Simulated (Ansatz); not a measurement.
Ba₃ZnN₂O:
```yaml
crystal:
  lattice:
    - [4.10737, 0.00000, 0.00000]
    - [0.00000, 4.10737, 0.00000]
    - [0.00000, 0.00000, 9.16674]
  atoms:
    - { symbol: Ba, position: [0.00000, 0.00000, 0.21817] }
    - { symbol: Ba, position: [0.00000, 0.00000, 0.78183] }
    - { symbol: Ba, position: [0.50000, 0.50000, 0.50000] }
    - { symbol: Zn, position: [0.50000, 0.50000, 0.00000] }
    - { symbol: N, position: [0.50000, 0.50000, 0.80108] }
    - { symbol: N, position: [0.50000, 0.50000, 0.19892] }
    - { symbol: O, position: [0.00000, 0.00000, 0.50000] }
```

Relaxed with r²SCAN. Special points in fractions of this cell's reciprocal vectors: Γ (0.000, 0.000, 0.000); X (0.000, 0.500, 0.000); M (0.500, 0.500, 0.000); Z (0.000, 0.000, 0.500); R (0.000, 0.500, 0.500); A (0.500, 0.500, 0.500).

Question: List the band energies nearest the valence-band maximum at these points for the program Ansatz at the r²SCAN level (PAW).

Answer: In eV from the valence-band maximum; about four levels below and three above (degenerate sets whole), none deeper than 8.9 eV; points with the same levels are listed once.

```json
[
 {"k": "Γ", "below": "-0.79 -0.79 -0.12 -0.12", "above": "0.94 1.50 2.35"},
 {"k": "X", "below": "-1.81 -1.67 -1.40 -1.17", "above": "1.71 3.25 3.69"},
 {"k": "M", "below": "-1.19 -1.19 -0.15 -0.15", "above": "1.63 1.63 1.91 1.91"},
 {"k": "Z", "below": "-0.86 -0.86 -0.02 -0.02", "above": "1.01 1.99 2.52"},
 {"k": "R", "below": "-2.22 -1.91 -1.47 -1.03", "above": "1.88 3.36 3.60"},
 {"k": "A", "below": "-1.27 -1.27 0.00 0.00", "above": "0.67 0.67 3.97 3.97"}
]
```

Space group P4/mmm. The workflow started from a Materials Project entry (that database holds measured and hypothetical structures alike); the Crystallography Open Database copy checked does not list it. Whether it is the stable phase at ambient conditions was not checked. The cell was relaxed with r²SCAN under the symmetry of its start; its stability against distortions is not shown here. Spin–orbit coupling is left out wherever it is not named.

Potentials: the later of the program's two PAW sets.
